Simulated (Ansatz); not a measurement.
Ge2Sb2Te5 in space group P-3m1 (No. 164; Pearson symbol hP9) is relaxed with r²SCAN+D4 (plane waves, PAW; program Ansatz). What lattice parameters of the conventional cell result?

a = 4.218 Å, c = 17.946 Å.

Give the free coordinates with the occupied sites.

In one choice of origin and axes:

| atom | site | symmetry | x | y | z |
|---|---|---|---|---|---|
| Ge | 2c | 3m. | 0.0000 | 0.0000 | 0.3342 |
| Sb | 2d | 3m. | 0.3333 | 0.6667 | 0.1122 |
| Te | 1a | -3m. | 0.0000 | 0.0000 | 0.0000 |
| Te | 2d | 3m. | 0.6667 | 0.3333 | 0.2087 |
| Te | 2d | 3m. | 0.3333 | 0.6667 | 0.4123 |

Is it a metal or does it have a gap at this level?

No gap at this level.

The cell was relaxed with r²SCAN+D4 under the symmetry of its start. A small band overlap can be real or an error of a semilocal functional. Scalar-relativistic: spin–orbit coupling is off unless named, which matters more the heavier the elements.

Potentials: the later of the program's two PAW sets.
